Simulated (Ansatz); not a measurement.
InP:
Space group P6₃mc (No. 186); a = 4.1732 Å, b = 4.1732 Å, c = 13.6659 Å, α = 90.00°, β = 90.00°, γ = 120.00°

```tsv
atom	site	symmetry	x	y	z
In	2b	3m.	0.6667	0.3333	0.0000
P	2b	3m.	0.6667	0.3333	0.1877
In	2a	3m.	0.0000	0.0000	0.2501
P	2a	3m.	0.0000	0.0000	0.4372
```

Relaxed with r²SCAN. 

### Question
HSE06 on this cell (Ansatz, an electronic-structure program, PAW) gives a gap of 1.39 eV. What does r²SCAN give?

### Answer
1.06 eV.

Cost on shared cores: the r²SCAN run (SCF on a 8×8×2 mesh, then bands and DOS) roughly 3 core-minutes, the HSE06 run (SCF on 5×5×2, then a few points) about 6 core-minutes (a rough figure); the tasks are unlike.

Space group P6_3mc. The start of the workflow was typed in or built on a structure type; the Crystallography Open Database copy checked does not list it. It is not the phase usual at ambient conditions (space group No. 216). Symmetry was held in the r²SCAN relaxation; whether a distortion lowers the energy is not shown. Spin–orbit coupling is left out wherever it is not named.

Potentials: the earlier of the program's two PAW sets.

Ansatz is a plane-wave DFT program.
